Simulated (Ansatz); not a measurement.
NaI (rock salt)

Space group Fm-3m (No. 225); a = 6.529 Å, b = 6.529 Å, c = 6.529 Å, α = 90.00°, β = 90.00°, γ = 90.00°

```json
[
 {"atom": "I", "site": "4a", "symmetry": "m-3m", "x": "0.0000", "y": "0.0000", "z": "0.0000"},
 {"atom": "Na", "site": "4b", "symmetry": "m-3m", "x": "0.5000", "y": "0.5000", "z": "0.5000"}
]
```
(The calculation used a cell of 2 atoms; values per cell refer to that cell.)

The relaxed cell is deformed in two ways at once: its volume V is scaled, and at that volume it is stretched along z (the c axis of the conventional cell) so that c/a changes. Fractional atomic positions are held.

All values below come from PBE (plane waves to 420 eV, PAW, scalar-relativistic; Ansatz, a program for electronic structure). k mesh 9×9×9 (Γ-centred), Fermi-Dirac smearing 0.05 eV. Energies are smeared free energies. Stress and pressure are positive under compression. NaI was relaxed with its symmetry unable to fall. Spin-orbit coupling is left out, though I is heavy. ΔE is measured from the relaxed starting cell.

ΔE (kJ/mol of atoms), with V/V₀ across and (c/a)/(c/a)₀ down:

```tsv
(c/a)/(c/a)₀ \ V/V₀	0.960	0.973	0.987	1.000	1.013	1.027	1.040
0.960	0.60	0.42	0.31	0.27	0.27	0.34	0.45
0.973	0.41	0.25	0.15	0.11	0.13	0.21	0.33
0.987	0.31	0.15	0.06	0.03	0.05	0.13	0.26
1.000	0.27	0.12	0.03	0.00	0.03	0.11	0.24
1.013	0.31	0.15	0.06	0.03	0.05	0.13	0.26
1.027	0.40	0.24	0.14	0.10	0.12	0.19	0.32
1.040	0.55	0.37	0.27	0.22	0.23	0.30	0.41
```

σzz − σxx (GPa), with V/V₀ across and (c/a)/(c/a)₀ down:

```csv
(c/a)/(c/a)₀ \ V/V₀,0.960,0.973,0.987,1.000,1.013,1.027,1.040
0.960,1.21,1.12,1.04,0.96,0.88,0.81,0.75
0.973,0.78,0.72,0.67,0.62,0.57,0.52,0.48
0.987,0.38,0.35,0.32,0.30,0.27,0.25,0.23
1.000,0.00,0.00,0.00,0.00,0.00,0.00,0.00
1.013,-0.36,-0.33,-0.30,-0.28,-0.26,-0.24,-0.21
1.027,-0.70,-0.64,-0.59,-0.54,-0.50,-0.46,-0.42
1.040,-1.02,-0.94,-0.87,-0.80,-0.73,-0.67,-0.61
```

Key numbers:

```
Quantity                                                                                           Value
-----------------------------------------------------  -------------------------------------------------
Shear modulus C′ = (C11 − C12)/2 (fit, atoms clamped)                                           10.8 GPa
Lowest place on the grid                               V/V₀ = 1.000, (c/a)/(c/a)₀ = 1.000 (0.0 meV/atom)
Highest place on the grid                              V/V₀ = 0.960, (c/a)/(c/a)₀ = 0.960 (6.2 meV/atom)
```

(A scan under strain: stresses follow from slopes of the energy per volume, elastic moduli from its curvatures.)
